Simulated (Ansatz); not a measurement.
Re: frozen-core PAW against all-electron methods

```xyz
3
Lattice="1.3839 0.7990 6.8996 -1.3839 0.7990 6.8996 0.0000 -1.5980 6.8996" Properties=species:S:1:pos:R:3 pbc="T T T"
Re    0.0000    0.0000    0.0000
Re    0.0000    0.0000    4.5987
Re    0.0000    0.0000   16.1000
```

Atom numbers follow the list: Re1, Re2, Re3.

Structure from Materials Project entry mp-975065 (possibly hypothetical), not relaxed further. The listed cell was then made from it by scaling, straining or moving an atom.

Spin polarisation is left out, and whether a magnetic state lies lower isn't shown here.

Spin–orbit coupling is left out, though it moves levels of the heavy atoms by tenths of an eV or more.

All numbers are computed: DFT, PBEsol, PAW with Ansatz's default frozen-core files, scalar-relativistic (Ansatz 0.2.0); DFT, PBEsol, all-electron LAPW, scalar-relativistic (Ansatz 0.2.0).

For PAW: a Γ-centred 15×15×15 k mesh, Fermi–Dirac smearing of 0.05 eV, cutoff 420 eV, no spin polarisation; the PAW files were made with PBE, and the program remakes their frozen cores for this functional. LAPW targets a basis error of 0.5 meV/atom. The Ansatz runs share mesh, smearing and spin set-up. Plane-wave (PAW) pressures include the program's estimate of the Pulay term.

Stress and pressure are positive in compression.

PAW results:

```csv
quantity,PAW
pressure (GPa),-16.28
stress xx (GPa),-12.20
stress zz (GPa),-24.43
"force on Re2, z (eV/Å)",-0.077
```

**Question.** What does LAPW (all electrons) give for the same quantities?

**Answer.** 
| quantity | LAPW |
| --- | --- |
| pressure (GPa) | -16.16 |
| stress xx (GPa) | -12.08 |
| stress zz (GPa) | -24.30 |
| force on Re2, z (eV/Å) | -0.076 |
